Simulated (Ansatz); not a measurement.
Starting cell, Ag (fcc, Cu type):

```
Ag
1.0
    4.14857     0.00000     0.00000
    0.00000     4.14857     0.00000
    0.00000     0.00000     4.14857
Ag
4
Direct
  0.00000   0.00000   0.00000
  0.50000   0.50000   0.00000
  0.50000   0.00000   0.50000
  0.00000   0.50000   0.50000
```

In each cell atom 1 (Ag, nearest neighbour Ag at 2.933 Å; its periodic images, 4.1 Å or more away, move with it) moves by s·(0.000, 0.000, 1.000) (along Cartesian z), the rest being held.

All values below come from PBE (plane waves to 420 eV, PAW, scalar-relativistic; Ansatz, an electronic-structure program). k mesh 9×9×9 (Γ-centred), Fermi-Dirac smearing 0.05 eV. E stands for the smeared free energy. With partly filled bands, energies and forces of such displacements shift with the k mesh and the smearing. On this mesh the relaxed cell isn't quite at rest: it carries a pressure of -0.1 GPa (compression positive) at the zero of the scan. Ag was relaxed with its symmetry unable to fall. ΔE is measured from the undisplaced structure.

Successive frames, forces in eV/Å:

```tsv
frame	ΔE (meV/cell)	F on Ag1	F on Ag2	F on Ag3	F on Ag4
s = -0.176 Å	72	(0.000, 0.000, 0.830)	(0.000, 0.000, 0.034)	(0.000, 0.000, -0.432)	(0.000, 0.000, -0.432)
s = 0.000 Å	0	(0.000, 0.000, 0.000)	(0.000, 0.000, 0.000)	(0.000, 0.000, 0.000)	(0.000, 0.000, 0.000)
s = 0.176 Å	72	(0.000, 0.000, -0.830)	(0.000, 0.000, -0.034)	(0.000, 0.000, 0.432)	(0.000, 0.000, 0.432)
```

Question: What are the energy and the forces in the next frame, s = 0.352 Å?

Answer: ΔE (meV/cell) = 301.

```csv
atom,Fx,Fy,Fz
Ag1,0.000,0.000,-1.804
Ag2,0.000,0.000,-0.066
Ag3,0.000,0.000,0.935
Ag4,0.000,0.000,0.935
```

(For displaced atoms, the force is minus the slope of the energy, and its curvature is a force constant, which sets phonon frequencies.)
